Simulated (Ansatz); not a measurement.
Ba₂CaTeO₆:
```cif
data_Ba2CaO6Te
_chemical_formula_sum 'Ba2 Ca1 Te1 O6'
_space_group_name_H-M_alt 'P 1'
_space_group_IT_number 1
_cell_length_a 5.94639
_cell_length_b 5.94639
_cell_length_c 5.94639
_cell_angle_alpha 60.000
_cell_angle_beta 60.000
_cell_angle_gamma 60.000
loop_
_space_group_symop_operation_xyz
  'x, y, z'
loop_
_atom_site_label
_atom_site_type_symbol
_atom_site_fract_x
_atom_site_fract_y
_atom_site_fract_z
_atom_site_occupancy
Ba1 Ba 0.75000 0.75000 0.75000 1
Ba2 Ba 0.25000 0.25000 0.25000 1
Ca1 Ca 0.00000 0.00000 0.00000 1
Te1 Te 0.50000 0.50000 0.50000 1
O1 O 0.72950 0.27050 0.72950 1
O2 O 0.27050 0.72950 0.27050 1
O3 O 0.72950 0.27050 0.27050 1
O4 O 0.27050 0.72950 0.72950 1
O5 O 0.72950 0.72950 0.27050 1
O6 O 0.27050 0.27050 0.72950 1
```

Relaxed with r²SCAN. Independent-particle spectrum: no excitons, no local fields, no scissors shift; 0.1 eV broadening; ε₁ of the summed bands alone.

**Question.** Tabulate the dielectric function from r²SCAN in the plane-wave PAW code Ansatz.

**Answer.** 

```tsv
E (eV)	ε₁ xx	ε₂ xx
0.0	3.52	0.00
0.4	3.52	0.00
0.8	3.54	0.00
1.2	3.56	0.00
1.6	3.60	0.00
2.0	3.65	0.00
2.4	3.71	0.00
2.8	3.79	0.00
3.2	3.89	0.00
3.6	4.02	0.00
4.0	4.20	0.00
4.4	4.45	0.00
4.8	4.91	0.05
5.2	5.25	0.52
5.6	5.66	0.88
6.0	5.75	1.87
6.4	5.52	1.63
6.8	6.16	2.56
7.2	5.36	4.21
7.6	4.37	3.94
8.0	4.72	4.71
8.4	2.70	5.53
8.8	2.17	4.09
9.2	3.32	4.01
9.6	1.81	6.08
10.0	0.03	4.72
10.4	0.15	2.95
10.8	0.92	3.53
11.2	0.47	3.30
11.6	-0.10	3.47
12.0	-0.72	2.94
```

With all bands, ε∞ without local fields is 3.79.

Space group Fm-3m. The workflow started from a Materials Project entry (that database holds measured and hypothetical structures alike); the Crystallography Open Database files this formula in space group No. 225, but the cells were not matched. Its standing as an ambient phase is unchecked. Symmetry was held in the r²SCAN relaxation; whether a distortion lowers the energy is not shown. Scalar-relativistic: spin–orbit coupling is off unless named, which matters more the heavier the elements.

Potentials: the later of the program's two PAW sets.
